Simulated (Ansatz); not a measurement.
Input and command of a plane-wave DFT calculation in Ansatz:

```yaml
crystal:
  lattice:
    - [2.3313442598, 1.346002236, 11.5069737815]
    - [-2.3313442598, 1.346002236, 11.5069737815]
    - [0.0, -2.692004472, 11.5069737815]
  atoms:
    - { symbol: Bi, position: [0.3852398517, 0.3852398517, 0.3852398517] }
    - { symbol: Bi, position: [0.6147601483, 0.6147601483, 0.6147601483] }
    - { symbol: Te, position: [0.0, 0.0, 1.0] }
    - { symbol: Te, position: [0.2353520943, 0.2353520943, 0.2353520943] }
    - { symbol: Te, position: [0.7646479057, 0.7646479057, 0.7646479057] }
    - { symbol: K, position: [0.5, 0.5, 0.5] }
basis:
  ecutwfc: 420
kpoints:
  mp_grid: { grid: [6, 6, 6] }
hamiltonian:
  xc: pbe
  dispersion: d3bj
scf:
  occupations: { method: gaussian, width: 0.1 }
output:
  forces: true
  stress: true
  eigenvalues: true
relax:
  adjacent_minimum: "off"
  f_tol: 0.025
  max_steps: 70
  cell: { stress_tol: 0.12 }
```

```bash
ansatz run input.yaml --threads 2 --pin off --max-ram 5120MiB --backend cpu --events-out ev --progress --plain --runs-dir out
```

Processor: AMD EPYC 9R45 96-Core Processor (Zen 5), 2 threads, on a host shared with other jobs.

Q: Estimate time, memory and problem size.

A: About 12 s on 2 threads of AMD EPYC 9R45 96-Core Processor (Zen 5) (shared host), peak memory 0.75 GiB. It solves 53 bands at 32 k points (the mesh reduced by the symmetry that the task leaves, which can be less than the crystal's) with about 4239 plane waves (on the last cell), in 22 SCF iterations over 4 ionic steps.
